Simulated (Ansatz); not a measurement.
# Data sheet: SbPd (DFT)

SbPd:
```yaml
crystal:
  lattice:
    - [4.05641, 0.00000, 0.00000]
    - [-2.02821, 3.51295, 0.00000]
    - [0.00000, 0.00000, 5.52440]
  atoms:
    - { symbol: Sb, position: [0.33333, 0.66667, 0.25000] }
    - { symbol: Sb, position: [0.66667, 0.33333, 0.75000] }
    - { symbol: Pd, position: [0.00000, 0.00000, 0.00000] }
    - { symbol: Pd, position: [0.00000, 0.00000, 0.50000] }
```

Space group P6_3/mmc (No. 194), NiAs type; conventional cell a = b = 4.056 Å, c = 5.524 Å, α = β = 90.00°, γ = 120.00°.

Method: the program Ansatz at the LDA level (PAW). The cell and atoms are relaxed at this level. Other levels are named where they apply.

**Cell and energy**

```
Property                                                       Value
-----------------------------------------------------  -------------
Volume per atom                                             19.68 Å³
Density                                                   9.63 g/cm³
Formation energy from the elements (no fitted shifts)  -0.46 eV/atom
```

**Electronic structure**

```
Quantity                                                                     Value
------------------------------------  --------------------------------------------
Electronic character                                             metallic (no gap)
Density of states at the Fermi level  0.43 states/eV per atom (mean over ±0.08 eV)
```

**Mechanics**

```
Item                                                                                          Result
--------------------------------------------  ------------------------------------------------------
Bulk modulus (Birch–Murnaghan fit)                                                           132 GPa
Pressure derivative B′                                                                           5.0
Elastic constants (relaxed ions, GPa)         C11 = 168, C12 = 123, C13 = 102, C33 = 197, C44 = 48.7
Mechanical stability                                          stable (all eigenvalues of C positive)
Hill bulk and shear moduli                                                          132 and 35.3 GPa
Young's modulus                                                                             97.1 GPa
Poisson's ratio                                                                                 0.38
Debye temperature from the elastic constants                                                   238 K
```

**Phonons**

```
Property                                       Result
-----------------------------  ----------------------
Highest zone-centre frequency                26.3 meV
Zone-centre stability          no imaginary mode at Γ
```

The workflow started from a Materials Project entry (that database holds measured and hypothetical structures alike); the Crystallography Open Database files this formula in space group No. 194, but the cells were not matched. Whether it is the stable phase at ambient conditions was not checked. The LDA relaxation kept the symmetry of its start. The run is not spin-polarised. As this level gives no gap, shear constants depend on the k-mesh and smearing (Fermi–Dirac, 0.1 eV here). As this level gives no gap, phonon frequencies hold no LO–TO term and depend on the k-mesh and smearing (Fermi–Dirac, 0.1 eV here). The references are the lowest solids computed at this level, not always the standard phases. Spin–orbit coupling is left out wherever it is not named.

Potentials: the later of the program's two PAW sets.
